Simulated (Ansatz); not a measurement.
Consider the following.

Ca₃SiO:
```yaml
crystal:
  lattice:
    - [-3.31804, 4.69352, 3.32908]
    - [3.31804, -4.69352, 3.32908]
    - [3.31804, 4.69352, -3.32908]
  atoms:
    - { symbol: Ca, position: [0.71475, 0.46475, 0.25000] }
    - { symbol: Ca, position: [0.28525, 0.53525, 0.75000] }
    - { symbol: Ca, position: [0.76790, 0.00000, 0.26790] }
    - { symbol: Ca, position: [0.23210, 0.00000, 0.73210] }
    - { symbol: Ca, position: [0.23210, 0.50000, 0.23210] }
    - { symbol: Ca, position: [0.76790, 0.50000, 0.76790] }
    - { symbol: Si, position: [0.75069, 0.00069, 0.75000] }
    - { symbol: Si, position: [0.24931, 0.99931, 0.25000] }
    - { symbol: O, position: [0.00000, 0.50000, 0.50000] }
    - { symbol: O, position: [0.50000, 0.50000, 0.00000] }
```

This is the r²SCAN-relaxed structure. Tensor components refer to the Cartesian frame of this cell.

Task: All from r²SCAN (plane waves, PAW; program Ansatz), unless another level is named. Estimate the formation energy from the elements (no fitted shifts).

Result: -1.63 eV/atom.

Task: Predict the band gap.

Result: 0.29 eV (direct).

Task: Predict the electron effective mass, band 2 of 2 at the edge.

Result: 0.050 along x, 0.039 along y, 0.055 along z (mₑ).

Task: What about the hole effective mass?

Result: 0.053, 0.076, 0.40 mₑ (principal values).

Task: And the valence-band maximum?

Result: at Γ.

Space group Imma. The workflow started from a Materials Project entry (that database holds measured and hypothetical structures alike); the Crystallography Open Database copy checked does not list it. COD files the formula under space group No. 62. Whether it is the stable phase at ambient conditions was not checked. Symmetry was held in the r²SCAN relaxation; its stability against distortions is not shown here. The references are the lowest solids computed at this level, not always the standard phases (solids in place of the gases).

Potentials: the later of the program's two PAW sets.
